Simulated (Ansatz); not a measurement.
Y5Ge3:
```
Y5Ge3
1.0
    8.49671     0.00000     0.00000
   -4.24835     7.35837     0.00000
    0.00000     0.00000     6.44093
Y Ge
10 6
Direct
  0.00000   0.75709   0.75000
  0.00000   0.24291   0.25000
  0.24291   0.00000   0.25000
  0.75709   0.00000   0.75000
  0.24291   0.24291   0.75000
  0.75709   0.75709   0.25000
  0.33333   0.66667   0.50000
  0.66667   0.33333   0.50000
  0.66667   0.33333   0.00000
  0.33333   0.66667   0.00000
  0.39300   0.00000   0.75000
  0.60700   0.00000   0.25000
  0.39300   0.39300   0.25000
  0.60700   0.60700   0.75000
  0.00000   0.39300   0.75000
  0.00000   0.60700   0.25000
```

Relaxed with r²SCAN. Special points in fractions of this cell's reciprocal vectors: Γ (0.000, 0.000, 0.000); M (0.500, 0.000, 0.000); K (0.333, 0.333, 0.000); A (0.000, 0.000, 0.500); L (0.500, 0.000, 0.500); H (0.333, 0.333, 0.500).

### Question
List the band energies nearest the Fermi level at these points for DFT-r²SCAN in the program Ansatz with PAW potentials.

### Answer
In eV from the Fermi level; about four levels below and three above (degenerate sets whole), none deeper than 8.9 eV; points with the same levels are listed once.

| k | below | above |
|---|---|---|
| Γ | -0.34 -0.25 -0.25 -0.17 | 0.43 0.43 0.67 |
| M | -0.88 -0.83 -0.38 -0.33 | 0.32 0.43 0.45 |
| K | -0.58 -0.30 -0.30 -0.30 | 0.47 0.64 0.64 0.65 |
| A | 0.00 0.00 0.00 0.00 | 1.20 1.20 1.26 1.26 |
| L | -1.17 -1.17 -0.42 -0.42 | 0.28 0.28 0.49 0.49 |
| H | -1.16 -1.16 -0.37 -0.37 | 0.31 0.31 0.31 0.31 |

Space group P6_3/mcm. The workflow started from a Materials Project entry (that database holds measured and hypothetical structures alike); the Crystallography Open Database copy checked does not list it. Its standing as an ambient phase is unchecked. The cell was relaxed with r²SCAN under the symmetry of its start; whether a distortion lowers the energy is not shown. The run is not spin-polarised. Spin–orbit coupling is left out wherever it is not named.

Potentials: the earlier of the program's two PAW sets.
